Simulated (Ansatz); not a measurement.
Phonons of a relaxed structure of ZnS by density-functional perturbation theory (low response-accuracy setting, no LO–TO term) at Γ and zone-boundary points with q components 0 or ½ of the primitive reciprocal vectors. Level of theory: PBE (plane waves to 420 eV, PAW, scalar-relativistic; Ansatz, a quantum-chemistry and plane-wave program). Γ-centred k-mesh 8×8×4, Fermi–Dirac smearing 0.05 eV.

```xyz
4
Lattice="3.8450 0.0000 0.0000 -1.9225 3.3298 0.0000 0.0000 0.0000 6.3053" Properties=species:S:1:pos:R:3 pbc="T T T"
Zn     1.9225     1.1099     6.3044
Zn     0.0000     2.2199     3.1517
S      1.9225     1.1099     3.9431
S      0.0000     2.2199     0.7904
```

Space group P6₃mc (No. 186), wurtzite type.

Q: Is this structure dynamically stable at those wavevectors?

A: No instability shows at these points (nothing beyond 15i cm⁻¹, the threshold used here). Other wavevectors were not sampled, so this does not prove stability.

Q: Give the phonon wavenumbers.

A: 
```
q                              wavenumbers (cm⁻¹; i marks imaginary)
-----------  -------------------------------------------------------
Γ                 0 (×3), 70 (×2), 188, 257, 263 (×2), 268 (×2), 321
M (½, 0, 0)  70, 90, 95, 109, 175, 188, 274, 279, 290, 295, 310, 323
A (0, 0, ½)                    56 (×4), 136 (×2), 264 (×4), 323 (×2)
L (½, 0, ½)          84 (×4), 194 (×2), 282 (×2), 288 (×2), 313 (×2)
```

No spin polarisation in the result.
